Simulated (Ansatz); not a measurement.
Input, command and steps of an Ansatz relaxation.

```yaml
crystal:
  lattice:
    - [4.7725, 2.7554041597, 3.7366666667]
    - [-4.7725, 2.7554041597, 3.7366666667]
    - [0.0, -5.5108083194, 3.7366666667]
  atoms:
    - { symbol: Mo, position: [0.223, 0.4129, 0.5461] }
    - { symbol: Mo, position: [0.5461, 0.223, 0.4129] }
    - { symbol: Mo, position: [0.4129, 0.5461, 0.223] }
    - { symbol: Mo, position: [0.777, 0.5871, 0.4539] }
    - { symbol: Mo, position: [0.4539, 0.777, 0.5871] }
    - { symbol: Mo, position: [0.5871, 0.4539, 0.777] }
    - { symbol: Se, position: [0.3792, 0.1274, 0.7447] }
    - { symbol: Se, position: [0.7447, 0.3792, 0.1274] }
    - { symbol: Se, position: [0.1274, 0.7447, 0.3792] }
    - { symbol: Se, position: [0.6208, 0.8726, 0.2553] }
    - { symbol: Se, position: [0.2553, 0.6208, 0.8726] }
    - { symbol: Se, position: [0.8726, 0.2553, 0.6208] }
    - { symbol: Se, position: [0.2137, 0.2137, 0.2137] }
    - { symbol: Se, position: [0.7863, 0.7863, 0.7863] }
basis:
  ecutwfc: 420
kpoints:
  mp_grid: { grid: [6, 6, 6] }
hamiltonian:
  xc: pbesol
scf:
  occupations: { method: gaussian, width: 0.1 }
output:
  forces: true
  stress: true
  eigenvalues: true
  write_density: true
  write_potential: true
  elf: true
  volumetric_format: npy
relax:
  adjacent_minimum: "off"
  f_tol: 0.005
  max_steps: 80
  cell: { stress_tol: 0.05 }
```

```bash
ansatz run input.yaml --threads 4 --pin off --max-ram 10240MiB --backend cpu --events-out ev --progress --plain --runs-dir out
```

The calculation used DFT PBEsol, scalar-relativistic, plane waves, PAW in Ansatz 0.2.0.

Of 8 frames 7 are shown, positions in Å and forces in eV/Å; the SCF threshold varies from step to step. Steps run on the plane waves of an earlier cell, with a Pulay correction in the pressure. The basis is chosen afresh for the last frame, the zero of the energies, and at times for earlier ones too; energy and pressure can step there, also at an unchanged geometry. Where two frames share a geometry here, they differ by under 2 meV/atom and 0.3 GPa. The mark taken_back stands on steps that the optimiser undid.

```xyz
14
Lattice="4.7725 2.7554 3.7367 -4.7725 2.7554 3.7367 0.0000 -5.5108 3.7367" Properties=species:S:1:pos:R:3:forces:R:3 pbc="T T T" step=1 free_energy_over_end_meV_per_atom=3.05 pressure_GPa=-2.19
Mo   -0.9063   -1.2573    4.4167   -0.0153    0.1185    0.1293
Mo    1.5420   -0.1562    4.4167   -0.0950   -0.0725    0.1293
Mo   -0.6357    1.4135    4.4167    0.1103   -0.0461    0.1293
Mo    0.9063    1.2573    6.7933    0.0153   -0.1185   -0.1293
Mo   -1.5420    0.1562    6.7933    0.0950    0.0725   -0.1293
Mo    0.6357   -1.4135    6.7933   -0.1103    0.0461   -0.1293
Se    1.2017   -2.7080    4.6757    0.0222    0.1639    0.1149
Se    1.7443    2.3947    4.6757   -0.1530   -0.0627    0.1149
Se   -2.9461    0.3133    4.6757    0.1308   -0.1012    0.1149
Se   -1.2017    2.7080    6.5343   -0.0222   -0.1639   -0.1149
Se   -1.7443   -2.3947    6.5343    0.1530    0.0627   -0.1149
Se    2.9461   -0.3133    6.5343   -0.1308    0.1012   -0.1149
Se    0.0000    0.0000    2.3956    0.0000    0.0000    0.2854
Se    0.0000    0.0000    8.8144    0.0000    0.0000   -0.2854
14
Lattice="4.6916 2.7087 3.7018 -4.6916 2.7087 3.7018 0.0000 -5.4174 3.7018" Properties=species:S:1:pos:R:3:forces:R:3 pbc="T T T" step=2 free_energy_over_end_meV_per_atom=3.74 pressure_GPa=2.71 taken_back
Mo   -0.9044   -1.2338    4.3890   -0.0802   -0.2103   -0.1949
Mo    1.5207   -0.1663    4.3890    0.2222    0.0357   -0.1949
Mo   -0.6163    1.4001    4.3890   -0.1420    0.1746   -0.1949
Mo    0.9044    1.2338    6.7163    0.0802    0.2103    0.1949
Mo   -1.5207    0.1663    6.7163   -0.2222   -0.0357    0.1949
Mo    0.6163   -1.4001    6.7163    0.1420   -0.1746    0.1949
Se    1.1860   -2.6961    4.6485    0.0007   -0.1370   -0.0371
Se    1.7419    2.3751    4.6485    0.1183    0.0692   -0.0371
Se   -2.9279    0.3210    4.6485   -0.1190    0.0679   -0.0371
Se   -1.1860    2.6961    6.4568   -0.0007    0.1370    0.0371
Se   -1.7419   -2.3751    6.4568   -0.1183   -0.0692    0.0371
Se    2.9279   -0.3210    6.4568    0.1190   -0.0679    0.0371
Se    0.0000    0.0000    2.3849    0.0000    0.0000   -0.1919
Se    0.0000    0.0000    8.7205    0.0000    0.0000    0.1919
14
Lattice="4.7363 2.7345 3.7254 -4.7363 2.7345 3.7254 0.0000 -5.4690 3.7254" Properties=species:S:1:pos:R:3:forces:R:3 pbc="T T T" step=3 free_energy_over_end_meV_per_atom=-0.01 pressure_GPa=-0.09
Mo   -0.9052   -1.2484    4.4098   -0.0152   -0.0144   -0.0112
Mo    1.5337   -0.1598    4.4098    0.0201   -0.0060   -0.0112
Mo   -0.6285    1.4081    4.4098   -0.0049    0.0204   -0.0112
Mo    0.9052    1.2484    6.7663    0.0152    0.0144    0.0112
Mo   -1.5337    0.1598    6.7663   -0.0201    0.0060    0.0112
Mo    0.6285   -1.4081    6.7663    0.0049   -0.0204    0.0112
Se    1.1987   -2.7002    4.6742    0.0116    0.0076    0.0120
Se    1.7391    2.3882    4.6742   -0.0124    0.0062    0.0120
Se   -2.9378    0.3120    4.6742    0.0008   -0.0138    0.0120
Se   -1.1987    2.7002    6.5020   -0.0116   -0.0076   -0.0120
Se   -1.7391   -2.3882    6.5020    0.0124   -0.0062   -0.0120
Se    2.9378   -0.3120    6.5020   -0.0008    0.0138   -0.0120
Se    0.0000    0.0000    2.4008    0.0000    0.0000    0.0196
Se    0.0000    0.0000    8.7754    0.0000    0.0000   -0.0196
14
Lattice="4.7326 2.7324 3.7270 -4.7326 2.7324 3.7270 0.0000 -5.4648 3.7270" Properties=species:S:1:pos:R:3:forces:R:3 pbc="T T T" step=4 free_energy_over_end_meV_per_atom=-0.04 pressure_GPa=0.01
Mo   -0.9050   -1.2486    4.4116   -0.0057   -0.0125   -0.0139
Mo    1.5338   -0.1595    4.4116    0.0137    0.0013   -0.0139
Mo   -0.6288    1.4080    4.4116   -0.0080    0.0112   -0.0139
Mo    0.9050    1.2486    6.7693    0.0057    0.0125    0.0139
Mo   -1.5338    0.1595    6.7693   -0.0137   -0.0013    0.0139
Mo    0.6288   -1.4080    6.7693    0.0080   -0.0112    0.0139
Se    1.1996   -2.6994    4.6789    0.0074    0.0009   -0.0014
Se    1.7379    2.3886    4.6789   -0.0045    0.0060   -0.0014
Se   -2.9375    0.3108    4.6789   -0.0029   -0.0069   -0.0014
Se   -1.1996    2.6994    6.5020   -0.0074   -0.0009    0.0014
Se   -1.7379   -2.3886    6.5020    0.0045   -0.0060    0.0014
Se    2.9375   -0.3108    6.5020    0.0029    0.0069    0.0014
Se    0.0000    0.0000    2.4038    0.0000    0.0000    0.0047
Se    0.0000    0.0000    8.7771    0.0000    0.0000   -0.0047
14
Lattice="4.7316 2.7318 3.7273 -4.7316 2.7318 3.7273 0.0000 -5.4635 3.7273" Properties=species:S:1:pos:R:3:forces:R:3 pbc="T T T" step=5 free_energy_over_end_meV_per_atom=-0.05 pressure_GPa=0.02
Mo   -0.9037   -1.2503    4.4101   -0.0052    0.0036    0.0035
Mo    1.5346   -0.1574    4.4101   -0.0005   -0.0062    0.0035
Mo   -0.6310    1.4077    4.4101    0.0057    0.0027    0.0035
Mo    0.9037    1.2503    6.7718    0.0052   -0.0036   -0.0035
Mo   -1.5346    0.1574    6.7718    0.0005    0.0062   -0.0035
Mo    0.6310   -1.4077    6.7718   -0.0057   -0.0027   -0.0035
Se    1.2025   -2.6975    4.6805   -0.0041   -0.0006    0.0052
Se    1.7348    2.3901    4.6805    0.0025   -0.0032    0.0052
Se   -2.9373    0.3073    4.6805    0.0015    0.0038    0.0052
Se   -1.2025    2.6975    6.5014    0.0041    0.0006   -0.0052
Se   -1.7348   -2.3901    6.5014   -0.0025    0.0032   -0.0052
Se    2.9373   -0.3073    6.5014   -0.0015   -0.0038   -0.0052
Se    0.0000    0.0000    2.4032    0.0000    0.0000    0.0020
Se    0.0000    0.0000    8.7787    0.0000    0.0000   -0.0020
14
Lattice="4.7288 2.7302 3.7319 -4.7288 2.7302 3.7319 0.0000 -5.4603 3.7319" Properties=species:S:1:pos:R:3:forces:R:3 pbc="T T T" step=6 free_energy_over_end_meV_per_atom=-0.05 pressure_GPa=-0.01 taken_back
Mo   -0.9048   -1.2501    4.4172    0.0097    0.0083   -0.0054
Mo    1.5350   -0.1586    4.4172   -0.0120    0.0043   -0.0054
Mo   -0.6302    1.4087    4.4172    0.0023   -0.0126   -0.0054
Mo    0.9048    1.2501    6.7785   -0.0097   -0.0083    0.0054
Mo   -1.5350    0.1586    6.7785    0.0120   -0.0043    0.0054
Mo    0.6302   -1.4087    6.7785   -0.0023    0.0126    0.0054
Se    1.2014   -2.6980    4.6872   -0.0004   -0.0005   -0.0043
Se    1.7359    2.3894    4.6872    0.0006    0.0000   -0.0043
Se   -2.9372    0.3086    4.6872   -0.0003    0.0006   -0.0043
Se   -1.2014    2.6980    6.5085    0.0004    0.0005    0.0043
Se   -1.7359   -2.3894    6.5085   -0.0006    0.0000    0.0043
Se    2.9372   -0.3086    6.5085    0.0003   -0.0006    0.0043
Se    0.0000    0.0000    2.4108    0.0000    0.0000    0.0044
Se    0.0000    0.0000    8.7849    0.0000    0.0000   -0.0044
14
Lattice="4.7312 2.7316 3.7284 -4.7312 2.7316 3.7284 0.0000 -5.4631 3.7284" Properties=species:S:1:pos:R:3:forces:R:3 pbc="T T T" step=8 free_energy_over_end_meV_per_atom=0.00 pressure_GPa=0.00
Mo   -0.9044   -1.2498    4.4120   -0.0004   -0.0002    0.0002
Mo    1.5346   -0.1584    4.4120    0.0004   -0.0003    0.0002
Mo   -0.6301    1.4082    4.4120    0.0000    0.0005    0.0002
Mo    0.9044    1.2498    6.7732    0.0004    0.0002   -0.0002
Mo   -1.5346    0.1584    6.7732   -0.0004    0.0003   -0.0002
Mo    0.6301   -1.4082    6.7732    0.0000   -0.0005   -0.0002
Se    1.2014   -2.6981    4.6821    0.0003    0.0000   -0.0005
Se    1.7359    2.3895    4.6821   -0.0002    0.0003   -0.0005
Se   -2.9373    0.3086    4.6821   -0.0002   -0.0003   -0.0005
Se   -1.2014    2.6981    6.5032   -0.0003    0.0000    0.0005
Se   -1.7359   -2.3895    6.5032    0.0002   -0.0003    0.0005
Se    2.9373   -0.3086    6.5032    0.0002    0.0003    0.0005
Se    0.0000    0.0000    2.4054    0.0000    0.0000   -0.0007
Se    0.0000    0.0000    8.7799    0.0000    0.0000    0.0007
```

The run took 4 min on 4 threads of Intel(R) Xeon(R) Platinum 8488C (Sapphire Rapids), with other jobs on the host, peak memory 1.8 GiB.